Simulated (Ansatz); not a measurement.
TaTe (CsCl type, Pm-3m) at seven volumes, plane-wave PAW r²SCAN (Ansatz code), scaled uniformly. One row is withheld.

```json
[
 {"V (Å³/atom)": "17.950", "P (GPa)": "?"},
 {"V (Å³/atom)": "18.542", "P (GPa)": "10.96"},
 {"V (Å³/atom)": "19.134", "P (GPa)": "5.02"},
 {"V (Å³/atom)": "19.725", "P (GPa)": "0.00"},
 {"V (Å³/atom)": "20.317", "P (GPa)": "-4.22"},
 {"V (Å³/atom)": "20.909", "P (GPa)": "-7.77"},
 {"V (Å³/atom)": "21.501", "P (GPa)": "-10.76"}
]
```

Problem. Fit the shown pressures and predict the withheld one.

Solution. Third-order Birch–Murnaghan: P = (3/2)B₀(x^(7/2) − x^(5/2))[1 + (3/4)(B′ − 4)(x − 1)] with x = (V₀/V)^(2/3). Least squares on the six rows gives V₀ = 19.726 Å³/atom, B₀ = 153.0 GPa, B′ = 4.73. At V = 17.950, x = 1.0649 and P = 18.06 GPa. The run itself gave 17.99 GPa.

The start of the workflow was typed in or built on a structure type; neither database checked (COD, Materials Project) lists it. Whether it is the stable phase at ambient conditions was not checked. Symmetry was held in the r²SCAN relaxation; its stability against distortions is not shown here. No spin polarisation was allowed. Its formation energy is positive at this level, so the cell may be metastable or incomplete. Spin–orbit coupling is left out wherever it is not named.

Potentials: the later of the program's two PAW sets.
